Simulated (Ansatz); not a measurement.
Be₂C:
```yaml
crystal:
  lattice:
    - [0.00000, 2.16422, 2.16422]
    - [2.16422, 0.00000, 2.16422]
    - [2.16422, 2.16422, 0.00000]
  atoms:
    - { symbol: Be, position: [0.25000, 0.25000, 0.25000] }
    - { symbol: Be, position: [0.75000, 0.75000, 0.75000] }
    - { symbol: C, position: [0.00000, 0.00000, 0.00000] }
```

x, y and z are the axes in which the lattice vectors are written.

Give the high-frequency dielectric tensor and the Born effective charge tensors of the independent atoms from DFPT, DFT-PBE in the program Ansatz with PAW potentials.


ε∞:
```
6.98  0.00  0.00
0.00  6.98  0.00
0.00  0.00  6.98
```
Z* of atom 1 (Be), rows: field, columns: displacement, in e:
```
1.54  0.00  0.00
0.00  1.54  0.00
0.00  0.00  1.54
```
Z* of atom 3 (C), rows: field, columns: displacement, in e:
```
-3.08   0.00   0.00
 0.00  -3.08   0.00
 0.00   0.00  -3.08
```

Space group Fm-3m (fluorite or antifluorite type). The cell was relaxed with PBE under the symmetry of its start; phonons on a q-mesh show no instability.

Potentials: the later of the program's two PAW sets.
